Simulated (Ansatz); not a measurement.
System: MnSb, 4 atoms in the cell.

Level of theory: Ansatz 0.2.0 development build, PBE with spin–orbit coupling, plane waves, PAW datasets (generated hard set).

Cutoff 700 eV; k-mesh 6×6×4 Γ-centred; Fermi–Dirac smearing of 0.1 eV; starting moments Mn1 4, Mn2 4 μB along [1, 0, 0].

```
Mn Sb
1.0
     4.13000    0.00000    0.00000
    -2.06500    3.57668    0.00000
     0.00000    0.00000    5.79000
Mn Sb
2 2
Cartesian
  0.0000 0.0000 0.0000
  0.0000 0.0000 2.8950
  0.0000 2.3845 1.4475
  2.0650 1.1922 4.3425
```

Task: Would the cell expand or shrink if it were free to relax?

Result: The pressure is -2.69 GPa, so at these settings the cell is stretched and would shrink.

Task: How long does `ansatz run input.yaml --threads 1` take on 1 core of an Intel Xeon Platinum 8488C (shared host)?

Result: About 6.2 min for 17 electronic iterations.

The stress includes the program's correction for the finite plane-wave basis.

The k-mesh is modest, so these values aren't fully converged in k. One magnetic order was tried; another may lie lower.
